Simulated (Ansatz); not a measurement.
CuAu (CuAu type, space group P4/mmm)

```yaml
crystal:
  lattice:
    - [2.86058, 0.00000, 0.00000]
    - [0.00000, 2.86058, 0.00000]
    - [0.00000, 0.00000, 3.55181]
  atoms:
    - { symbol: Cu, position: [0.50000, 0.50000, 0.50000] }
    - { symbol: Au, position: [0.00000, 0.00000, 0.00000] }
```

The relaxed cell is deformed in two ways at once: its volume V is scaled, and at that volume it is stretched along z (the c axis of the conventional cell) so that c/a changes. Fractional atomic positions are held.

The numbers are results of r2SCAN (plane waves to 500 eV, PAW, scalar-relativistic; Ansatz, a quantum-chemistry and plane-wave program), not measurements. k mesh 16×16×13 (Γ-centred), Fermi-Dirac smearing 0.05 eV. E stands for the smeared free energy. Stress and pressure are positive under compression. With partly filled bands, the response to shear is sensitive to the k mesh, so small differences along c/a are uncertain. CuAu is run without spin polarisation. CuAu was relaxed with its symmetry unable to fall. Spin-orbit coupling is left out, though Au is heavy. The zero of ΔE is the relaxed starting cell.

ΔE (eV/atom), with V/V₀ across and (c/a)/(c/a)₀ down:

```
(c/a)/(c/a)₀ \ V/V₀  0.960  0.980  1.000  1.020  1.040
-------------------  -----  -----  -----  -----  -----
0.960                0.014  0.005  0.002  0.005  0.013
0.980                0.013  0.003  0.001  0.003  0.011
1.000                0.013  0.003  0.000  0.003  0.011
1.020                0.013  0.004  0.000  0.003  0.011
1.040                0.014  0.005  0.001  0.004  0.011
```

σxx (GPa), with V/V₀ across and (c/a)/(c/a)₀ down:

```csv
(c/a)/(c/a)₀ \ V/V₀,0.960,0.980,1.000,1.020,1.040
0.960,6.7,2.9,-0.5,-3.4,-6.0
0.980,6.9,3.0,-0.3,-3.3,-5.9
1.000,7.3,3.4,0.0,-3.0,-5.6
1.020,7.6,3.7,0.3,-2.7,-5.4
1.040,7.8,3.9,0.5,-2.6,-5.2
```

Key numbers:

Lowest place on the grid: V/V₀ = 1.000, (c/a)/(c/a)₀ = 1.000 (0 meV/atom). Highest place on the grid: V/V₀ = 0.960, (c/a)/(c/a)₀ = 1.040 (14 meV/atom).

The 25 points together took roughly 13 core-minutes.

(A scan under strain: stresses follow from slopes of the energy per volume, elastic moduli from its curvatures.)
